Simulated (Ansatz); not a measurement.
## How far is PAW off for La$_{3}$In?

```
CELL_PARAMETERS angstrom
5.08540 0.00000 0.00000
0.00000 5.08540 0.00000
0.00000 0.00000 5.08540
ATOMIC_POSITIONS crystal
La 0.00000 0.50000 0.50000
La 0.50000 0.00000 0.50000
La 0.50000 0.50000 0.00000
In 0.00000 0.00000 0.00000
```

Atom numbers follow the list: La1, La2, La3, In4.

The cell comes from COD entry 1538828, which wasn't checked; take it as a given geometry.

No spin–orbit coupling, which matters for the heavy atoms here.

Methods: DFT, PBEsol, PAW with Ansatz's default frozen-core files, scalar-relativistic (Ansatz 0.2.0); DFT, PBEsol, all-electron LAPW, scalar-relativistic (Ansatz 0.2.0).

For PAW: a Γ-centred 7×7×7 k mesh, Fermi–Dirac smearing of 0.05 eV, cutoff 420 eV, no spin polarisation; the PAW files were made with PBE, and the program remakes their frozen cores for this functional. LAPW targets a basis error of 1 meV/atom. The Ansatz runs share mesh, smearing and spin set-up. Plane-wave (PAW) pressures include the program's estimate of the Pulay term.

Stress and pressure are positive in compression.

Levels count from the Fermi level.

PAW results:

```
                      quantity     PAW
                pressure (GPa)   -2.66
highest filled level at M (eV)  -0.024
  lowest empty level at M (eV)   0.235
highest filled level at X (eV)  -0.548
  lowest empty level at X (eV)   0.596
highest filled level at Γ (eV)  -0.843
  lowest empty level at Γ (eV)   0.789
```

(1) What does full-potential LAPW give for the same quantities?

## Answers

(1) 
```
                      quantity    LAPW
                pressure (GPa)   -2.63
highest filled level at M (eV)  -0.024
  lowest empty level at M (eV)   0.237
highest filled level at X (eV)  -0.549
  lowest empty level at X (eV)   0.597
highest filled level at Γ (eV)  -0.844
  lowest empty level at Γ (eV)   0.797
```
